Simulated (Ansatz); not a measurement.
Consider the following.

Rh:
```
Rh
1.0
    2.65781     0.00000     0.00000
   -1.32891     2.30173     0.00000
    0.00000     0.00000     8.66007
Rh
4
Direct
  0.00000   0.00000   0.00000
  0.00000   0.00000   0.50000
  0.33333   0.66667   0.25000
  0.66667   0.33333   0.75000
```

This is the LDA-relaxed structure. Cartesian axes are those of the cell as given.

Q: All from the program Ansatz at the LDA level (PAW), unless another level is named. Predict the Poisson's ratio.

A: 0.28.

Q: Next, the elastic constants (relaxed ions, GPa)?

A: C11 = 552, C12 = 203, C13 = 189, C33 = 580, C44 = 132.

Space group P6_3/mmc (dhcp (α-La type)). The first step of the workflow began from a Materials Project structure, measured or hypothetical; the Crystallography Open Database copy checked does not list it. It is not the phase usual at ambient conditions (space group No. 225). Symmetry was held in the LDA relaxation; whether a distortion lowers the energy is not shown. The run is not spin-polarised. As this level gives no gap, shear constants depend on the k-mesh and smearing (Fermi–Dirac, 0.1 eV here). On the denser mesh and wider smearing of the elastic run this cell carries a stress of 0.6 GPa.

Potentials: the later of the program's two PAW sets.
